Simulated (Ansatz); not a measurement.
Mg3Sb2 (A-La2O3 type, space group P-3m1)

```xyz
5
Lattice="4.5506 0.0000 0.0000 -2.2753 3.9410 0.0000 0.0000 0.0000 7.1804" Properties=species:S:1:pos:R:3 pbc="T T T"
Sb     0.0000     2.6273     1.6095
Sb     2.2753     1.3137     5.5710
Mg     0.0000     0.0000     0.0000
Mg     0.0000     2.6273     4.5423
Mg     2.2753     1.3137     2.6381
```

The slice is a (1 -1 0 0) plane (indices of the conventional cell) through the point (0.333, 0.667, 0.224) (fractional), spanned by u = [110] and v = [001] in vectors of this cell: u (4.55 Å) and v (7.18 Å, at 90° to u). It covers one period; positions are fractions (u, v).

The numbers are results of PBEsol (plane waves to 420 eV, PAW, scalar-relativistic; Ansatz, an electronic-structure program), not measurements. k mesh 12×12×7. Inside the PAW spheres the values are not all-electron values, and peaks at nuclei hang on which shells count as valence. Mg3Sb2 was relaxed with its symmetry unable to fall. Spin-orbit coupling is left out, though Sb is heavy. The PAW data are Ansatz's earlier set.

Three fields on this plane, each scaled to ten steps between its own extremes (0 low, 9 high; the total valence density on a logarithmic scale, the potential cut 8 eV below its top; x marks points blanked near nuclei; v = 0 in the bottom row):

Map A
```
|xxx96322369xx|
|xx9753223579x|
|9875321123578|
|5543222222345|
|2212223322212|
|0001344443100|
|0012456654210|
|0123466664321|
|2234567765432|
|xxx45666654xx|
|xxx44555544xx|
|xxx33333333xx|
|xxx32222223xx|
|xx3221111223x|
|5543210012345|
|7654311113456|
|9876421124678|
|xx9753223579x|
|xxx96422469xx|
|xxx96422469xx|
```

Map B
```
|xxx06888860xx|
|xx0378888730x|
|0037876678730|
|6788865568887|
|9999865568999|
|9999876678999|
|9999875578999|
|6678765567876|
|0146764467641|
|xxx46655664xx|
|xxx16777761xx|
|xxx16899861xx|
|xxx27899872xx|
|xx1578888751x|
|2357887788753|
|4578876678875|
|0036765567630|
|xx0366666630x|
|xxx05777750xx|
|xxx05888850xx|
```

Map C
```
|xxx79633697xx|
|xx6885225886x|
|6688631136886|
|7764321123467|
|2221234432122|
|0001478874100|
|0013799997310|
|0135899998531|
|0026888888620|
|xxx58888885xx|
|xxx17877871xx|
|xxx06777760xx|
|xxx04555540xx|
|xx0233333320x|
|4565321123565|
|9998521125899|
|6689741147986|
|xx5895225985x|
|xxx69633696xx|
|xxx69733796xx|
```

Question: Assign the maps to these fields: electron localisation function (ELF); valence electron density; electrostatic potential energy of an electron, from the cell's mean.

Answer: A is the valence electron density; B is the electrostatic potential energy of an electron, from the cell's mean; C is the electron localisation function (ELF).
